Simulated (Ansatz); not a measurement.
Relaxed-ion elastic tensor of Co3Sn2S2 in space group R-3m (No. 166; Co on 9d, Sn on 3b, Sn on 3a, S on 6c) in GPa (Voigt order), PBEsol in the plane-wave PAW code Ansatz; density 7.57 g/cm³, 14.99 Å³ per atom.

```
 196  81.8  70.0  -8.4   0.0   0.0
81.8   196  70.0   8.4   0.0   0.0
70.0  70.0   232   0.0   0.0   0.0
-8.4   8.4   0.0  67.3   0.0   0.0
 0.0   0.0   0.0   0.0  67.3  -8.4
 0.0   0.0   0.0   0.0  -8.4  57.2
```

Question: Is the crystal mechanically stable?

Answer: Yes: the smallest eigenvalue of C is 52.4 GPa.

Question: Work out the Voigt, Reuss and Hill averages.

Answer: K_V = 119, K_R = 118, K_H = 118; G_V = 65.2, G_R = 63.3, G_H = 64.2 GPa.

Question: Give Young's modulus, Poisson's ratio, Pugh's ratio and the universal anisotropy index.

Answer: E = 9KG/(3K + G) = 163 GPa; ν = 0.27; K/G = 1.84 (near the Pugh limit of 1.75, no verdict); A_U = 5G_V/G_R + K_V/K_R − 6 = 0.15.

Question: Estimate the sound speeds and the Debye temperature.

Answer: v_l = √((K + 4G/3)/ρ) = 5190 m/s, v_t = √(G/ρ) = 2910 m/s, mean 3240 m/s; Θ = (h/k)(3n/4πV)^(1/3) v_m = 391 K.

Question: Solve the Christoffel equation for the three sound speeds along x, y, z.

Answer: Eigenvalues of C_ijkl n_j n_l equal ρv². In km/s, slowest first: x 2.63, 3.08, 5.09; y 2.75, 2.97, 5.10; z 2.98, 2.98, 5.53.

Question: How much does each axis shrink under pressure?

Answer: Linear compressibilities β_i = Σ_j S_ij (j = 1 to 3): x 3.0, y 3.0, z 2.5 per TPa.

The workflow started from a Materials Project entry (that database holds measured and hypothetical structures alike); the Crystallography Open Database files this formula in space group No. 166, but the cells were not matched. Whether it is the stable phase at ambient conditions was not checked. The cell was relaxed with PBEsol under the symmetry of its start; whether a distortion lowers the energy is not shown. Spin order of the final state: ferromagnetic, the only order run, not a proven ground state. No Hubbard U is applied. As this level gives no gap, shear constants depend on the k-mesh and smearing (Fermi–Dirac, 0.1 eV here). Scalar-relativistic: spin–orbit coupling is off unless named, which matters more the heavier the elements.

Potentials: the later of the program's two PAW sets.
